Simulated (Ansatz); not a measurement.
A geometry of TiC away from equilibrium: step 2 of the relaxation of a relaxed TiC cell displaced along its unstable phonon at q = (½, ½, 0) of its primitive reciprocal cell (397i cm⁻¹), largest move 0.15 Å. Calculation: r2SCAN (plane waves to 500 eV, PAW, scalar-relativistic; Ansatz, a quantum-chemistry and plane-wave program). Γ-centred k-mesh 12×12×12 on the run's cell (coarser than for final values), Fermi–Dirac smearing 0.05 eV. The plane waves were selected for a different cell earlier on the path.

```
TiC
1.0
    5.53318     0.00000     0.00000
    2.76659     2.76659     0.00000
    0.00000     0.00000     2.62715
Ti C
2 2
Cartesian
  0.00000   0.00000   0.00000
  2.76659   0.00000   0.00000
  6.91648   1.38330   1.54064
  4.14989   1.38330   1.08651
```

Q: What forces act on the atoms (eV/Å)?

A: 
| atom | Fx | Fy | Fz |
|---|---|---|---|
| Ti1 | 0.00 | 0.00 | 0.00 |
| Ti2 | 0.00 | 0.00 | 0.00 |
| C3 | 0.00 | 0.00 | 1.64 |
| C4 | 0.00 | 0.00 | -1.64 |

The path ends in P4/nmm (No. 129). No spin polarisation in the result.

The run could not lose the symmetry of its start: the end is stationary, and may be a saddle point rather than a minimum.

The end of the path is a generated cell of TiC: the first start was made by placing the elements on the sites of a structure type, and the end was not matched to a known phase here, so it may be hypothetical. Known forms of TiC include space group No. 225.
